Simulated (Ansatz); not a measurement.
Ansatz (a quantum-chemistry and plane-wave program) input:

Ansatz 0.2 input:
```yaml
crystal:
  lattice:
    - [-1.5771795459, 1.5771795459, 1.5771795459]
    - [1.5771795459, -1.5771795459, 1.5771795459]
    - [1.5771795459, 1.5771795459, -1.5771795459]
  atoms:
    - { symbol: W, position: [0.0, 0.0, 0.0] }
kpoints:
  mp_grid: { grid: [38, 38, 38] }
hamiltonian:
  xc: pbesol
  pseudopotentials: { kind: paw }
scf:
  occupations: { method: fermi_dirac, width: 0.1 }
elastic: { mode: relaxed_ion, stencil: two_point, amplitude: 0.005, f_tol: 0.0005 }
```

Output (shortened):

```
Pseudopotential: W, paw, valence charge 14
Functional definition: PBEsol
Crystal: 1 atoms, lattice volume = 15.693 Å³
Basis set: ecut = 420 eV, 321 PW (Γ), exchange–correlation on 40×40×40 points (8 copies of the dense FFT grid, shifted against one another)
Bands: 11, of which v1, the nominal top of the filled ones, is band 7 counted from 1 (6 counted from 0)
Symmetry: 48 space group operations
Space group: Im-3m (ITA 229), of the structure as read, at distance tolerance 2.5e-5 Å
k-points: 1440 of 54872
SCF iter   1: F=—  HF=-10256.574052 eV  |F-HF|=—  |Δ(HF+E_count)|=         —  Δρ=1.96e-3  dr2=1.21e-4  ethr=1.77e-3  ⟨swp⟩=5.0  Hψ=83112  notcnv=0
preconditioner: auto → none
SCF iter   2: F=—  HF=-10256.573824 eV  |F-HF|=—  |Δ(HF+E_count)|=   2.28e-4  Δρ=1.04e-3  dr2=3.89e-5  ethr=8.68e-7  ⟨swp⟩=2.1  Hψ=35929  notcnv=0
SCF iter   3: F=—  HF=-10256.573865 eV  |F-HF|=—  |Δ(HF+E_count)|=   4.14e-5  Δρ=2.92e-4  dr2=1.12e-5  ethr=2.78e-7  ⟨swp⟩=2.0  Hψ=24209  notcnv=0
SCF iter   4: F=—  HF=-10256.573860 eV  |F-HF|=—  |Δ(HF+E_count)|=   5.15e-6  Δρ=9.15e-5  dr2=1.07e-6  ethr=8.02e-8  ⟨swp⟩=2.9  Hψ=24809  notcnv=0
SCF iter   5: F=—  HF=-10256.573860 eV  |F-HF|=—  |Δ(HF+E_count)|=   1.40e-7  Δρ=2.47e-5  dr2=6.73e-8  ethr=7.62e-9  ⟨swp⟩=2.9  Hψ=25881  notcnv=0
SCF iter   6: F=—  HF=-10256.573860 eV  |F-HF|=—  |Δ(HF+E_count)|=   3.26e-8  Δρ=2.84e-6  dr2=8.81e-10  ethr=4.81e-10  ⟨swp⟩=2.0  Hψ=23520  notcnv=0
SCF iter   7: F=—  HF=-10256.573860 eV  |F-HF|=—  |Δ(HF+E_count)|=  3.17e-10  Δρ=1.04e-6  dr2=1.31e-10  ethr=6.29e-12  ⟨swp⟩=2.6  Hψ=25122  notcnv=0
SCF iter   8: F=—  HF=-10256.573860 eV  |F-HF|=—  |Δ(HF+E_count)|=  6.91e-11  Δρ=4.74e-8  dr2=1.84e-13  ethr=9.39e-13 (applied; sched 1.00e-12)  ⟨swp⟩=2.0  Hψ=23802  notcnv=0
SCF iter   9: F=-10256.573860 eV  HF=-10256.573860 eV  |F-HF|=5.46e-12  |Δ(HF+E_count)|=  1.82e-12  Δρ=1.22e-9  dr2=1.46e-16  ethr=1.00e-12  ⟨swp⟩=4.7  Hψ=51617  notcnv=0
SCF 1 converged in 9 iterations: F = -10256.573860 eV  dr2 = 1.46e-16
Crystal: 1 atoms, lattice volume = 15.614 Å³
Symmetry: 16 space group operations
k-points: 3910 of 54872
iter 1 solved again at ethr=1.44e-7 eV; its pass at ethr=3.10e-3 eV (dr2=2.01e-5 eV) is discarded
SCF iter   1: F=—  HF=-10256.573213 eV  |F-HF|=—  |Δ(HF+E_count)|=         —  Δρ=5.50e-4  dr2=1.78e-5  ethr=1.44e-7  ⟨swp⟩=2.9  Hψ=307773  notcnv=0  defer=39
preconditioner: auto → none
SCF iter   2: F=—  HF=-10256.573210 eV  |F-HF|=—  |Δ(HF+E_count)|=   2.74e-6  Δρ=2.54e-4  dr2=3.32e-6  ethr=1.27e-7  ⟨swp⟩=1.0  Hψ=42962  notcnv=0  defer=39
SCF iter   3: F=—  HF=-10256.573210 eV  |F-HF|=—  |Δ(HF+E_count)|=   3.16e-7  Δρ=2.37e-5  dr2=2.93e-8  ethr=2.37e-8  ⟨swp⟩=1.0  Hψ=42960  notcnv=0  defer=39
SCF iter   4: F=—  HF=-10256.573210 eV  |F-HF|=—  |Δ(HF+E_count)|=   1.73e-8  Δρ=2.57e-6  dr2=5.52e-10  ethr=2.09e-10  ⟨swp⟩=2.7  Hψ=66753  notcnv=0  defer=39
SCF iter   5: F=—  HF=-10256.573210 eV  |F-HF|=—  |Δ(HF+E_count)|=  1.55e-10  Δρ=8.18e-7  dr2=2.34e-11  ethr=3.94e-12  ⟨swp⟩=2.0  Hψ=64509  notcnv=0  defer=39
SCF iter   6: F=—  HF=-10256.573210 eV  |F-HF|=—  |Δ(HF+E_count)|=  1.82e-12  Δρ=5.36e-8  dr2=1.87e-13  ethr=1.67e-13 (applied; sched 1.00e-12)  ⟨swp⟩=1.1  Hψ=43431  notcnv=0  defer=50
SCF iter   7: F=-10256.573210 eV  HF=-10256.573210 eV  |F-HF|=1.82e-12  |Δ(HF+E_count)|=  1.82e-12  Δρ=3.52e-9  dr2=4.74e-16  ethr=1.00e-12  ⟨swp⟩=4.4  Hψ=128484  notcnv=0
SCF 2 converged in 7 iterations: F = -10256.573210 eV  dr2 = 4.74e-16
Crystal: 1 atoms, lattice volume = 15.771 Å³
iter 1 solved again at ethr=1.10e-10 eV; its pass at ethr=3.10e-3 eV (dr2=1.55e-8 eV) is discarded
SCF iter   1: F=—  HF=-10256.573169 eV  |F-HF|=—  |Δ(HF+E_count)|=         —  Δρ=1.48e-5  dr2=1.54e-8  ethr=1.10e-10  ⟨swp⟩=3.0  Hψ=299862  notcnv=0  defer=27
preconditioner: auto → none
SCF iter   2: F=—  HF=-10256.573168 eV  |F-HF|=—  |Δ(HF+E_count)|=   8.05e-7  Δρ=6.67e-6  dr2=2.20e-9  ethr=1.10e-10  ⟨swp⟩=1.6  Hψ=49410  notcnv=0  defer=27
SCF iter   3: F=—  HF=-10256.573168 eV  |F-HF|=—  |Δ(HF+E_count)|=  2.56e-10  Δρ=1.03e-6  dr2=5.08e-11  ethr=1.57e-11  ⟨swp⟩=1.1  Hψ=43308  notcnv=0  defer=27
SCF iter   4: F=—  HF=-10256.573168 eV  |F-HF|=—  |Δ(HF+E_count)|=  9.09e-12  Δρ=1.22e-7  dr2=1.16e-12  ethr=3.63e-13 (applied; sched 1.00e-12)  ⟨swp⟩=2.6  Hψ=64627  notcnv=0  defer=49
SCF iter   5: F=-10256.573168 eV  HF=-10256.573168 eV  |F-HF|=5.46e-12  |Δ(HF+E_count)|=    0.00e0  Δρ=1.51e-8  dr2=7.83e-15  ethr=1.00e-12  ⟨swp⟩=4.8  Hψ=144617  notcnv=0
SCF 3 converged in 5 iterations: F = -10256.573168 eV  dr2 = 7.83e-15
Crystal: 1 atoms, lattice volume = 15.693 Å³
Symmetry: 8 space group operations
k-points: 7430 of 54872
iter 1 solved again at ethr=1.63e-7 eV; its pass at ethr=3.10e-3 eV (dr2=2.29e-5 eV) is discarded
SCF iter   1: F=—  HF=-10256.573694 eV  |F-HF|=—  |Δ(HF+E_count)|=         —  Δρ=6.36e-4  dr2=4.49e-5  ethr=1.63e-7  ⟨swp⟩=2.0  Hψ=550974  notcnv=0  defer=57
preconditioner: auto → none
SCF iter   2: F=—  HF=-10256.573678 eV  |F-HF|=—  |Δ(HF+E_count)|=   1.53e-5  Δρ=2.36e-4  dr2=4.02e-6  ethr=1.63e-7  ⟨swp⟩=2.7  Hψ=126004  notcnv=0  defer=57
SCF iter   3: F=—  HF=-10256.573677 eV  |F-HF|=—  |Δ(HF+E_count)|=   1.40e-6  Δρ=4.67e-5  dr2=9.94e-8  ethr=2.19e-8  ⟨swp⟩=2.0  Hψ=102257  notcnv=0  defer=57
SCF iter   4: F=—  HF=-10256.573677 eV  |F-HF|=—  |Δ(HF+E_count)|=   7.23e-8  Δρ=1.71e-6  dr2=1.78e-10  ethr=5.42e-10  ⟨swp⟩=1.1  Hψ=83154  notcnv=0  defer=57
SCF iter   5: F=—  HF=-10256.573677 eV  |F-HF|=—  |Δ(HF+E_count)|=  1.27e-11  Δρ=2.10e-7  dr2=2.81e-12  ethr=9.71e-13 (applied; sched 1.00e-12)  ⟨swp⟩=2.2  Hψ=135650  notcnv=0  defer=61
SCF iter   6: F=—  HF=-10256.573677 eV  |F-HF|=—  |Δ(HF+E_count)|=  1.09e-11  Δρ=5.51e-8  dr2=3.08e-13  ethr=1.00e-12  ⟨swp⟩=5.1  Hψ=286995  notcnv=0
SCF iter   7: F=-10256.573677 eV  HF=-10256.573677 eV  |F-HF|=1.82e-12  |Δ(HF+E_count)|=  1.27e-11  Δρ=9.39e-9  dr2=2.54e-15  ethr=1.00e-12  ⟨swp⟩=4.5  Hψ=261221  notcnv=0
SCF 4 converged in 7 iterations: F = -10256.573677 eV  dr2 = 2.54e-15
Crystal: 1 atoms, lattice volume = 15.693 Å³
iter 1 solved again at ethr=4.54e-11 eV; its pass at ethr=3.10e-3 eV (dr2=6.35e-9 eV) is discarded
SCF iter   1: F=—  HF=-10256.573678 eV  |F-HF|=—  |Δ(HF+E_count)|=         —  Δρ=9.17e-6  dr2=5.85e-9  ethr=4.54e-11  ⟨swp⟩=2.6  Hψ=556458  notcnv=0  defer=34
preconditioner: auto → none
SCF iter   2: F=—  HF=-10256.573677 eV  |F-HF|=—  |Δ(HF+E_count)|=   6.95e-7  Δρ=4.19e-6  dr2=8.72e-10  ethr=4.18e-11  ⟨swp⟩=1.0  Hψ=81772  notcnv=0  defer=34
SCF iter   3: F=—  HF=-10256.573677 eV  |F-HF|=—  |Δ(HF+E_count)|=  3.64e-12  Δρ=6.25e-7  dr2=1.94e-11  ethr=6.23e-12  ⟨swp⟩=1.0  Hψ=81671  notcnv=0  defer=34
SCF iter   4: F=—  HF=-10256.573677 eV  |F-HF|=—  |Δ(HF+E_count)|=  1.82e-12  Δρ=7.20e-8  dr2=5.04e-13  ethr=1.38e-13 (applied; sched 1.00e-12)  ⟨swp⟩=2.7  Hψ=122115  notcnv=0  defer=79
SCF iter   5: F=-10256.573677 eV  HF=-10256.573677 eV  |F-HF|=3.64e-12  |Δ(HF+E_count)|=  1.82e-12  Δρ=1.47e-8  dr2=9.98e-15  ethr=1.00e-12  ⟨swp⟩=4.6  Hψ=265173  notcnv=0
SCF 5 converged in 5 iterations: F = -10256.573677 eV  dr2 = 9.98e-15
SCF converged after 9 iterations
Free energy (F): -10256.573860 eV
Harris-Foulkes:  -10256.573860 eV  (|F-HF|=5.46e-12)
Internal energy: -10256.558734 eV  (E = F + TS)
E sigma→0 (E₀):  -10256.566297 eV
Entropy (-TS):   -0.015126 eV (-15.126 meV/atom)
Fermi energy:    22.719812 eV
--- Per-component energies (eV) ---
  E_band       = -80.057742
  E_kinetic    = 450.732681
  E_local      = -594.137066  (includes V_loc(G=0)·N_el)
  E_nonlocal   = 3.031741
  E_hartree    = 213.184871
  E_xc         = -265.430624
  E_vxc        = -238.905525  (∫ρ·V_xc dr)
  E_paw        = -8436.078630  (= ΣΔE_a)
  E_vpaw       = -127.149256  (= ΣTr[D̂ρ^β])
  E_aug_tail   = -0.000058  (compensation charges beyond the density's cutoff)
  E_ewald      = -1628.083441
  E_core_change = 0.221792  (= ΣΔE_core)
  E_smearing   = -0.015126  (= −TS)
  E_closure    = 0.000000  (closes the sum)
  Σ components = -10256.573860   (vs F -10256.573860, Δ=0.00e0)
  [band-id]    e_kinetic+e_local+e_nonlocal+2·e_hartree+e_vxc+e_vpaw+e_augmentation_tail = -80.057742   (vs E_band -80.057742, Δ=-3.37e-7)
--- Forces (eV/Å), atoms counted from 1 ---
  atom   1  W      0.00000000     0.00000000     0.00000000
  max |Σ_I F_I| component: 0.0 eV/Å
--- Stress (GPa, compression-positive) ---
       -0.059349       0.000000       0.000000
        0.000000      -0.059349       0.000000
        0.000000       0.000000      -0.059349
  P = ⅓ Tr σ = -0.0593 GPa (-0.593 kbar)
--- Band table (eV; the first three rows and the last of 1440) ---
  k-point 0: bands = ["-51.3612", "-14.9360", "-14.9360", "-14.9360", "13.0098", "21.4464", "21.4464", "21.4464", "24.9555", "24.9555", "37.2528"]
  k-point 1: bands = ["-51.3602", "-14.9459", "-14.9390", "-14.9360", "13.0442", "21.4252", "21.4424", "21.4795", "24.9196", "24.9557", "37.2828"]
  k-point 2: bands = ["-51.3574", "-14.9754", "-14.9482", "-14.9362", "13.1465", "21.3630", "21.4288", "21.5786", "24.8195", "24.9567", "37.3701"]
  k-point 1439: bands = ["-51.1143", "-15.8728", "-15.8728", "-15.8728", "16.7717", "16.7717", "27.9494", "27.9494", "27.9494", "31.0378", "31.0378"]
--- Elastic constants: 2 strain directions × 2 members + reference (group order 48) ---
  dense FFT box of the reference and of every strained cell: 20×20×20
  strains applied: 11, 23; error gains: componentwise 1.00 (the most a stress slope's error grows in a printed constant), spectral 1.73 (1 for all six strains …
  C = ∂σ_k/∂η_j (tension-positive GPa; Voigt order 11 22 33 23 13 12):
       548.054    210.296    210.296      0.000      0.000      0.000
       210.296    548.054    210.296      0.000      0.000      0.000
       210.296    210.296    548.054      0.000      0.000      0.000
         0.000      0.000      0.000    149.500      0.000      0.000
         0.000      0.000      0.000      0.000    149.500      0.000
         0.000      0.000      0.000      0.000      0.000    149.500
  reference stress σ⁰ (GPa):      0.059      0.059      0.059      0.000      0.000      0.000
  C* (energy form; C + prestress term) asymmetry max|C*_kj − C*_jk| = 2.842e-14 GPa — a small one proves nothing (zero by symmetry where the batch's group is …
  moduli (Voigt/Reuss/Hill, GPa): K = 322.88/322.88/322.88   G = 157.25/156.69/156.97   E = 405.24   ν = 0.291
  mechanically stable: yes (min eigenvalue of sym C = 149.50 GPa)
  where every solve meets its electron count the energy-path curvature estimates C_jj along a normal strain and C_jj − ¼(σ⁰_aa + σ⁰_bb) along a shear (ab), of …
  strain η (Voigt 11):  stress-route row diagonal C_11 = 548.05 GPa, energy-path curvature d²(F+E_count+ΔE)/dδ²/Ω₀ = 548.03 GPa
         δ    σ_11 (GPa)             F (eV)   n_scf  n_hpsi   n_pw
    -5.000e-3      -2.7283      -10256.5732101       7  743778    321   relax 0 steps, max|allowed force component| 0.00e0 eV/Å
     5.000e-3       2.7522      -10256.5731679       5  648728    325   relax 0 steps, max|allowed force component| 0.00e0 eV/Å
  strain η (Voigt 23):  stress-route row diagonal C_44 = 149.50 GPa, energy-path curvature d²(F+E_count+ΔE)/dδ²/Ω₀ = 149.47 GPa
         δ    σ_23 (GPa)             F (eV)   n_scf  n_hpsi   n_pw
    -5.000e-3      -0.7475      -10256.5736769       7  1635387    321   relax 0 steps, max|allowed force component| 0.00e0 eV/Å
     5.000e-3       0.7475      -10256.5736769       5  1196305    321   relax 0 steps, max|allowed force component| 0.00e0 eV/Å
```

Cost: around 5 core-minutes (rough) on shared cores.

The cell was relaxed with PBEsol under the symmetry of its start. No spin polarisation was allowed. As this level gives no gap, shear constants depend on the k-mesh and smearing (Fermi–Dirac, 0.1 eV here). Scalar-relativistic: spin–orbit coupling is off unless named, which matters more the heavier the elements.

Potentials: the later of the program's two PAW sets.

Ansatz is a plane-wave DFT program.
